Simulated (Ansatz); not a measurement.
**LiCd: reading a single point**

```
Cd Li
1.0
     0.00000    3.50912    3.50912
     3.50912    0.00000    3.50912
     3.50912    3.50912    0.00000
Cd Li
2 2
Direct
  0.50000 0.50000 0.50000
  0.75000 0.75000 0.75000
  0.00000 0.00000 0.00000
  0.25000 0.25000 0.25000
```

Method: PBEsol, no spin polarisation; PAW, plane waves to 420 eV, 8×8×8 Γ-centred mesh, fermi-dirac occupations (width 0.1 eV) (Ansatz 0.2.0), atoms fixed.

Task: What happens at the Fermi level?

Result: It is a metal, with about 1.5 states/eV a cell as the mean within 0.25 eV of the Fermi level.

Task: What do density and ELF say about some of the short contacts?

Result: Cd–Cd at 3.04 Å: least valence density 0.18 e/Å³ and ELF 0.24 there. Cd–Li at 3.04 Å: least valence density 0.06 e/Å³ and ELF 0.05 there. Li–Li at 3.04 Å: least valence density 0.04 e/Å³ and ELF 0.13 there. Both are smooth PAW fields, read partly inside the augmentation spheres.

Task: What is the formation energy?

Result: -0.20 eV an atom against the elements' usual phases (free molecules for gases, crystals otherwise, with no correction for O₂ or N₂), so it is bound against them; other compounds may still compete. Relaxing would lower it.

Task: Is the cell too large or too small?

Result: The pressure is -4.9 GPa (compression positive), so with the atoms held at these fractions the cell would first shrink.

Task: Which element gives electrons and which takes them?

Result: Bader charges in e: Li +0.85, Cd -0.85. In the mean Li gives up most and Cd takes most.

Origin: a known structure type with other elements, at an estimated volume, so it need not be a known compound.
